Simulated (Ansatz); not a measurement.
Data:

AlN:
```yaml
crystal:
  lattice:
    - [3.11384, 0.00000, 0.00000]
    - [-1.55692, 2.69667, 0.00000]
    - [0.00000, 0.00000, 4.98357]
  atoms:
    - { symbol: Al, position: [0.66667, 0.33333, 0.00359] }
    - { symbol: Al, position: [0.33333, 0.66667, 0.50359] }
    - { symbol: N, position: [0.66667, 0.33333, 0.62161] }
    - { symbol: N, position: [0.33333, 0.66667, 0.12161] }
```

This is the PBEsol-relaxed structure. Tensor components refer to the Cartesian frame of this cell.

Question: All from DFT-PBEsol in the program Ansatz with PAW potentials, unless another level is named. Estimate the Young's modulus.

Answer: 298 GPa.

Question: Give the piezoelectric stress constants (proper, relaxed ions, C/m²).

Answer: e15 = e24 = 0.35, e31 = e32 = 0.64, e33 = -1.61.

Space group P6_3mc (wurtzite). The cell was relaxed with PBEsol under the symmetry of its start.

Potentials: the later of the program's two PAW sets.
